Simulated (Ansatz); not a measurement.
ZrBr: frozen-core PAW against all-electron methods

```yaml
crystal:
  lattice:
    - [1.75155, 1.01126, 9.35700]
    - [-1.75155, 1.01126, 9.35700]
    - [0.00000, -2.02252, 9.35700]
  atoms:
    - { symbol: Zr, position: [0.20920, 0.20920, 0.20920] }
    - { symbol: Zr, position: [0.79080, 0.79080, 0.79080] }
    - { symbol: Br, position: [0.39170, 0.39170, 0.39170] }
    - { symbol: Br, position: [0.60830, 0.60830, 0.60830] }
```

Atoms are numbered in the order listed.

The geometry is COD entry 4343762, unchecked; take it as a test cell.

Methods: DFT, LDA, PAW with Ansatz's default frozen-core files, scalar-relativistic (Ansatz 0.2.0); DFT, LDA, all-electron LAPW, scalar-relativistic (Ansatz 0.2.0).

For PAW: a Γ-centred 10×10×10 k mesh, Fermi–Dirac smearing of 0.02 eV, cutoff 420 eV, no spin polarisation; the PAW files were made with PBE, and the program remakes their frozen cores for this functional. LAPW targets a basis error of 0.5 meV/atom. The Ansatz runs share mesh, smearing and spin set-up. Plane-wave (PAW) pressures include the program's estimate of the Pulay term.

Stress and pressure are positive in compression.

Levels count from the Fermi level.

PAW results:

```tsv
quantity	PAW
pressure (GPa)	-3.25
stress xx (GPa)	-3.21
stress zz (GPa)	-3.33
force on Zr1, z (eV/Å)	-0.456
force on Br3, z (eV/Å)	0.112
highest filled level at H0 (eV)	-0.994
lowest empty level at H0 (eV)	0.927
highest filled level at T (eV)	-1.856
lowest empty level at T (eV)	0.245
highest filled level at S2 (eV)	-0.996
lowest empty level at S2 (eV)	0.944
```

(1) What does LAPW (all electrons) give for the same quantities?

Answers

(1) 
```tsv
quantity	LAPW
pressure (GPa)	-3.23
stress xx (GPa)	-3.19
stress zz (GPa)	-3.32
force on Zr1, z (eV/Å)	-0.456
force on Br3, z (eV/Å)	0.110
highest filled level at H0 (eV)	-0.995
lowest empty level at H0 (eV)	0.927
highest filled level at T (eV)	-1.856
lowest empty level at T (eV)	0.245
highest filled level at S2 (eV)	-0.996
lowest empty level at S2 (eV)	0.943
```
